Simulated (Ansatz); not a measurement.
SnTe:
Space group Fm-3m (No. 225); a = 6.374 Å, b = 6.374 Å, c = 6.374 Å, α = 90.00°, β = 90.00°, γ = 90.00°

| atom | site | symmetry | x | y | z |
|---|---|---|---|---|---|
| Te | 4a | m-3m | 0.0000 | 0.0000 | 0.0000 |
| Sn | 4b | m-3m | 0.5000 | 0.5000 | 0.5000 |
(The calculation used a cell of 2 atoms; values per cell refer to that cell.)

Relaxed with r²SCAN. Independent-particle spectrum: no excitons, no local fields, no scissors shift; 0.1 eV broadening; ε₁ of the summed bands alone.

Task: Tabulate the dielectric function from r²SCAN (plane waves, PAW; program Ansatz).

Result: 

```
E (eV)   ε₁ xx  ε₂ xx
------  ------  -----
0.0      51.06   0.00
0.4      58.13   7.63
0.8      61.98  24.17
1.2      45.12  57.73
1.6      27.01  72.98
2.0     -34.02  42.91
2.4     -11.07  25.75
2.8     -18.45  18.53
3.2     -14.67  10.04
3.6     -10.84   6.00
4.0      -7.82   3.91
4.4      -5.64   2.78
4.8      -3.69   1.97
5.2      -1.74   1.69
5.6       0.55   3.09
6.0      -0.28   3.89
6.4      -0.41   4.98
6.8      -0.33   5.57
7.2      -2.80   5.00
7.6      -3.15   3.36
8.0      -2.70   2.56
8.4      -2.24   2.08
8.8      -2.10   2.04
9.2      -1.98   1.60
9.6      -1.72   1.29
10.0     -1.44   1.14
10.4     -1.33   1.03
10.8     -1.13   0.86
11.2     -0.98   0.78
11.6     -0.86   0.71
12.0     -0.74   0.59
```

Task: From ε at 0.4 eV (xx: 58.13 + 7.63i), find n, k, the normal reflectivity and the absorption coefficient.

Result: n = 7.64, k = 0.499, R = 59 %, α = 2kE/ħc = 20000 cm⁻¹.

With all bands, ε∞ without local fields is 51.2.

Symmetry was held in the r²SCAN relaxation. Scalar-relativistic: spin–orbit coupling is off unless named, which matters more the heavier the elements.

Potentials: the later of the program's two PAW sets.
